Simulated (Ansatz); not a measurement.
Input:

Mo$_{2}$C:
```
CELL_PARAMETERS angstrom
      4.70773     0.00000     0.00000
      0.00000     6.00388     0.00000
      0.00000     0.00000     5.17719
ATOMIC_POSITIONS crystal
  Mo 0.24524 0.87816 0.07980
  Mo 0.75476 0.12184 0.92020
  Mo 0.25476 0.62184 0.57980
  Mo 0.74524 0.37816 0.42020
  Mo 0.74524 0.62184 0.92020
  Mo 0.25476 0.37816 0.07980
  Mo 0.75476 0.87816 0.42020
  Mo 0.24524 0.12184 0.57980
  C  0.50000 0.87691 0.75000
  C  0.50000 0.12309 0.25000
  C  0.00000 0.62309 0.25000
  C  0.00000 0.37691 0.75000
```

This is the PBEsol-relaxed structure.

### Question
All from DFT-PBEsol in the program Ansatz with PAW potentials, unless another level is named. Give the bulk modulus (Birch–Murnaghan fit).

### Answer
314 GPa.

### Question
What about the highest zone-centre frequency?

### Answer
714 cm⁻¹.

Space group Pbcn. The first step of the workflow began from a Materials Project structure, measured or hypothetical; the Crystallography Open Database files this formula in space group No. 60, but the cells were not matched. Whether it is the stable phase at ambient conditions was not checked. Symmetry was held in the PBEsol relaxation; its stability against distortions is not shown here. No spin polarisation was allowed. As this level gives no gap, phonon frequencies hold no LO–TO term and depend on the k-mesh and smearing (Fermi–Dirac, 0.1 eV here).

Potentials: the earlier of the program's two PAW sets. The files were generated under PBE; for other functionals the program regenerates the frozen cores, and for LDA and PBEsol the local potential too.
